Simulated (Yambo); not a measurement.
Yambo input for K2CO3 (space group C2/c, No. 15) (a = 5.742 Å, b = 5.742 Å, c = 6.706 Å, α = 95.34°, β = 95.34°, γ = 121.68°), on PBEsol (Quantum ESPRESSO, PseudoDojo norm-conserving, 84 Ry, scalar-relativistic) wavefunctions on a 4×4×2 mesh:

```
optics
chi
dipoles
kernel
FFTGvecs= 40 Ry
Chimod= "HARTREE"
NGsBlkXd= 3 Ry
% QpntsRXd
 1 | 1 |
%
% BndsRnXd
 1 | 148 |
%
GrFnTpXd= "R"
% EnRngeXd
 0.0 | 20.0 | eV
%
% DmRngeXd
 0.2 | 0.2 | eV
%
CGrdSpXd= 50
ETStpsXd= 161
% LongDrXd
 0.0 | 0.0 | 1.0 |
%
```

First lines of the file o-*.eps_q1_inv_rpa_dyson:

```
Absorption @ Q(1):   0.00000000     0.00000000     1.00000000    [q->0 direction]
#
# [ X ] Hartree size     :  103
# [GEN] GF Energies     : Perdew, Burke & Ernzerhof SOL(X)+Perdew, Burke & Ernzerhof SOL(C)
# [GEN] Green`s Function     : Retarded
#
# [GEN] Gauge     : Length
# [GEN] [r,Vnl] included     : yes
#
#    E[1] [eV]     Im(eps)     Re(eps)     Im(eps_o)     Re(eps_o)
#
     0.000000     -0.195792E-8     2.086738     0.57850E-18     2.367459
     0.125000     0.360597E-3     2.086851     0.482286E-3     2.367609
     0.250000     0.721980E-3     2.087188     0.965649E-3     2.368061
     0.375000     0.001085     2.087752     0.001451     2.368814
     0.500000     0.001450     2.088542     0.001940     2.369872
     0.625000     0.001819     2.089562     0.002433     2.371236
     0.750000     0.002191     2.090812     0.002932     2.372909
     0.875000     0.002569     2.092297     0.003437     2.374895
     1.000000     0.002952     2.094018     0.003951     2.377198
     1.125000     0.003342     2.095981     0.004474     2.379825
     1.250000     0.003740     2.098189     0.005007     2.382781
     1.375000     0.004147     2.100648     0.005553     2.386074
     1.500000     0.004563     2.103364     0.006112     2.389710
     1.625000     0.004991     2.106343     0.006687     2.393701
     1.750000     0.005431     2.109592     0.007280     2.398055
     1.875000     0.005886     2.113120     0.007892     2.402784
     2.000000     0.006356     2.116936     0.008525     2.407901
     2.125000     0.006843     2.121050     0.009183     2.413420
     2.250000     0.007349     2.125473     0.009867     2.419356
     2.375000     0.007877     2.130218     0.010581     2.425727
     2.500000     0.008429     2.135299     0.011328     2.432553
     2.625000     0.009007     2.140731     0.012112     2.439856
     2.750000     0.009614     2.146532     0.012938     2.447658
     2.875000     0.010254     2.152720     0.013810     2.455988
     3.000000     0.010932     2.159318     0.014734     2.464876
     3.125000     0.011651     2.166349     0.015717     2.474355
     3.250000     0.012417     2.173841     0.016766     2.484465
     3.375000     0.013236     2.181823     0.017890     2.495247
     3.500000     0.014117     2.190332     0.019102     2.506753
     3.625000     0.015068     2.199408     0.020413     2.519038
     3.750000     0.016103     2.209095     0.021841     2.532167
     3.875000     0.017235     2.219448     0.023408     2.546218
     4.000000     0.018487     2.230529     0.025140     2.561280
```
(The file goes on to the top of the energy range.) Convergence of the RPA response with its 4×4×2 mesh was not tested.

Geometry of the Materials Project entry, not relaxed at this level.
